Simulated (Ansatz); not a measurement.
Input, command and steps of an Ansatz relaxation.

```yaml
crystal:
  lattice:
    - [-1.814120227, 1.814120227, 4.7598203977]
    - [1.814120227, -1.814120227, 4.7598203977]
    - [1.814120227, 1.814120227, -4.7598203977]
  atoms:
    - { symbol: Ta, position: [0.0, 0.0, 0.0], spin: -1.53 }
    - { symbol: Mn, position: [0.626, 0.626, 0.0], spin: 3.5 }
    - { symbol: Mn, position: [0.374, 0.374, 0.0], spin: 3.5 }
    - { symbol: F, position: [0.25, 0.75, 0.5] }
    - { symbol: F, position: [0.75, 0.25, 0.5] }
basis:
  ecutwfc: 420
kpoints:
  mp_grid: { grid: [6, 6, 6] }
hamiltonian:
  xc: pbe
scf:
  occupations: { method: gaussian, width: 0.1 }
  lower_state_search: "off"
output:
  forces: true
  stress: true
  eigenvalues: true
  populations: true
magnetization:
  spin_polarized: true
relax:
  adjacent_minimum: "off"
  f_tol: 0.04
  max_steps: 70
  cell: { stress_tol: 0.4 }
```

```bash
ansatz run input.yaml --threads 1 --pin off --max-ram 2560MiB --backend cpu --events-out ev --progress --plain --runs-dir out
```

The calculation used DFT PBE, scalar-relativistic, plane waves, PAW (Ansatz 0.2.0).

Of 11 frames 10 are shown, positions in Å and forces in eV/Å; the SCF threshold varies from step to step. Steps run on the plane waves of an earlier cell, with a Pulay correction in the pressure. The basis is chosen afresh for the last frame, the zero of the energies, and at times for earlier ones too; energy and pressure step there, also at an unchanged geometry. Here that happened at step 8 (-22 meV/atom, 2.1 GPa); the frames before carry an error of that size.

```xyz
5
Lattice="-1.8141 1.8141 4.7598 1.8141 -1.8141 4.7598 1.8141 1.8141 -4.7598" Properties=species:S:1:pos:R:3:forces:R:3 pbc="T T T" step=1 free_energy_over_end_meV_per_atom=325.34 pressure_GPa=9.14
Ta    0.0000    0.0000    0.0000    0.0000    0.0000    0.0000
Mn    0.0000    0.0000    5.9593    0.0000    0.0000    0.3038
Mn    0.0000    0.0000    3.5603    0.0000    0.0000   -0.3038
F     1.8141    0.0000    2.3799    0.0000    0.0000    0.0000
F     0.0000    1.8141    2.3799    0.0000    0.0000    0.0000
5
Lattice="-1.7940 1.7940 4.9918 1.7940 -1.7940 4.9918 1.7940 1.7940 -4.9918" Properties=species:S:1:pos:R:3:forces:R:3 pbc="T T T" step=2 free_energy_over_end_meV_per_atom=203.89 pressure_GPa=3.69
Ta    0.0000    0.0000    0.0000    0.0000    0.0000    0.0000
Mn    0.0000    0.0000    6.2441    0.0000    0.0000   -0.2229
Mn    0.0000    0.0000    3.7395    0.0000    0.0000    0.2229
F     1.7940    0.0000    2.4959    0.0000    0.0000    0.0000
F     0.0000    1.7940    2.4959    0.0000    0.0000    0.0000
5
Lattice="-1.7519 1.7519 5.2278 1.7519 -1.7519 5.2278 1.7519 1.7519 -5.2278" Properties=species:S:1:pos:R:3:forces:R:3 pbc="T T T" step=3 free_energy_over_end_meV_per_atom=100.00 pressure_GPa=0.93
Ta    0.0000    0.0000    0.0000    0.0000    0.0000    0.0000
Mn    0.0000    0.0000    6.5066    0.0000    0.0000    0.0006
Mn    0.0000    0.0000    3.9491    0.0000    0.0000   -0.0006
F     1.7519    0.0000    2.6139    0.0000    0.0000    0.0000
F     0.0000    1.7519    2.6139    0.0000    0.0000    0.0000
5
Lattice="-1.6977 1.6977 5.4631 1.6977 -1.6977 5.4631 1.6977 1.6977 -5.4631" Properties=species:S:1:pos:R:3:forces:R:3 pbc="T T T" step=4 free_energy_over_end_meV_per_atom=37.44 pressure_GPa=0.32
Ta    0.0000    0.0000    0.0000    0.0000    0.0000    0.0000
Mn    0.0000    0.0000    6.7693    0.0000    0.0000    0.4342
Mn    0.0000    0.0000    4.1568    0.0000    0.0000   -0.4342
F     1.6977    0.0000    2.7315    0.0000    0.0000    0.0000
F     0.0000    1.6977    2.7315    0.0000    0.0000    0.0000
5
Lattice="-1.6750 1.6750 5.6386 1.6750 -1.6750 5.6386 1.6750 1.6750 -5.6386" Properties=species:S:1:pos:R:3:forces:R:3 pbc="T T T" step=5 free_energy_over_end_meV_per_atom=35.32 pressure_GPa=-1.38
Ta    0.0000    0.0000    0.0000    0.0000    0.0000    0.0000
Mn    0.0000    0.0000    7.0542    0.0000    0.0000   -0.8063
Mn    0.0000    0.0000    4.2231    0.0000    0.0000    0.8063
F     1.6750    0.0000    2.8193    0.0000    0.0000    0.0000
F     0.0000    1.6750    2.8193    0.0000    0.0000    0.0000
5
Lattice="-1.6727 1.6727 5.5893 1.6727 -1.6727 5.5893 1.6727 1.6727 -5.5893" Properties=species:S:1:pos:R:3:forces:R:3 pbc="T T T" step=7 free_energy_over_end_meV_per_atom=26.58 pressure_GPa=0.04
Ta    0.0000    0.0000    0.0000    0.0000    0.0000    0.0000
Mn    0.0000    0.0000    6.9481    0.0000    0.0000   -0.0036
Mn    0.0000    0.0000    4.2306    0.0000    0.0000    0.0036
F     1.6727    0.0000    2.7947    0.0000    0.0000    0.0000
F     0.0000    1.6727    2.7947    0.0000    0.0000    0.0000
5
Lattice="-1.6727 1.6727 5.5893 1.6727 -1.6727 5.5893 1.6727 1.6727 -5.5893" Properties=species:S:1:pos:R:3:forces:R:3 pbc="T T T" step=8 free_energy_over_end_meV_per_atom=5.03 pressure_GPa=2.13
Ta    0.0000    0.0000    0.0000    0.0000    0.0000    0.0000
Mn    0.0000    0.0000    6.9481    0.0000    0.0000    0.0073
Mn    0.0000    0.0000    4.2306    0.0000    0.0000   -0.0073
F     1.6727    0.0000    2.7947    0.0000    0.0000    0.0000
F     0.0000    1.6727    2.7947    0.0000    0.0000    0.0000
5
Lattice="-1.6659 1.6659 5.6766 1.6659 -1.6659 5.6766 1.6659 1.6659 -5.6766" Properties=species:S:1:pos:R:3:forces:R:3 pbc="T T T" step=9 free_energy_over_end_meV_per_atom=0.81 pressure_GPa=0.88
Ta    0.0000    0.0000    0.0000    0.0000    0.0000    0.0000
Mn    0.0000    0.0000    7.0610    0.0000    0.0000   -0.0105
Mn    0.0000    0.0000    4.2923    0.0000    0.0000    0.0105
F     1.6659    0.0000    2.8383    0.0000    0.0000    0.0000
F     0.0000    1.6659    2.8383    0.0000    0.0000    0.0000
5
Lattice="-1.6656 1.6656 5.7149 1.6656 -1.6656 5.7149 1.6656 1.6656 -5.7149" Properties=species:S:1:pos:R:3:forces:R:3 pbc="T T T" step=10 free_energy_over_end_meV_per_atom=0.56 pressure_GPa=-0.07
Ta    0.0000    0.0000    0.0000    0.0000    0.0000    0.0000
Mn    0.0000    0.0000    7.1092    0.0000    0.0000    0.0145
Mn    0.0000    0.0000    4.3206    0.0000    0.0000   -0.0145
F     1.6656    0.0000    2.8574    0.0000    0.0000    0.0000
F     0.0000    1.6656    2.8574    0.0000    0.0000    0.0000
5
Lattice="-1.6656 1.6656 5.7149 1.6656 -1.6656 5.7149 1.6656 1.6656 -5.7149" Properties=species:S:1:pos:R:3:forces:R:3 pbc="T T T" step=11 free_energy_over_end_meV_per_atom=0.00 pressure_GPa=0.01
Ta    0.0000    0.0000    0.0000    0.0000    0.0000    0.0000
Mn    0.0000    0.0000    7.1092    0.0000    0.0000    0.0145
Mn    0.0000    0.0000    4.3206    0.0000    0.0000   -0.0145
F     1.6656    0.0000    2.8574    0.0000    0.0000    0.0000
F     0.0000    1.6656    2.8574    0.0000    0.0000    0.0000
```

The start puts this composition into another compound's structure type, which needn't suit it. At the end the space group is I4/mmm (tolerance 0.05 Å).

It took 100 s on 1 thread of Arm Neoverse V2, on a shared host, peak memory 0.43 GiB.

The k mesh is coarse. Spin-orbit coupling is left out, which matters for the bands of heavy elements.